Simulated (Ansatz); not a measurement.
In2TeO2:
Space group P-3m1 (No. 164); a = 3.796 Å, b = 3.796 Å, c = 7.039 Å, α = 90.00°, β = 90.00°, γ = 120.00°

| atom | site | symmetry | x | y | z |
|---|---|---|---|---|---|
| In | 2d | 3m. | 0.3333 | 0.6667 | 0.1929 |
| Te | 1b | -3m. | 0.0000 | 0.0000 | 0.5000 |
| O | 2d | 3m. | 0.6667 | 0.3333 | 0.1196 |

Relaxed with r²SCAN.

Problem. Tabulate the valence density and the electron localisation function along the shortest In–Te contact (3.08 Å), plane-wave PAW r²SCAN (Ansatz code).

Solution. 

```tsv
distance from In (Å)	density (e/Å³)	ELF
0.31	9.02	0.00
0.46	5.72	0.04
0.62	3.10	0.14
0.77	1.46	0.23
0.92	0.66	0.23
1.08	0.35	0.18
1.23	0.24	0.18
1.39	0.22	0.31
1.54	0.23	0.51
1.69	0.29	0.66
1.85	0.38	0.69
2.00	0.53	0.61
2.15	0.75	0.53
2.31	1.44	0.43
2.46	3.60	0.25
2.62	7.52	0.07
2.77	12.21	0.01
```

The density is the valence pseudo-density with augmentation charge, so density and ELF within about 1 Å of a nucleus are not all-electron values.

The start of the workflow was typed in or built on a structure type; neither database checked (COD, Materials Project) lists it. Whether it is the stable phase at ambient conditions was not checked. The r²SCAN relaxation kept the symmetry of its start; whether a distortion lowers the energy is not shown. Spin–orbit coupling is left out wherever it is not named.

Potentials: the later of the program's two PAW sets.
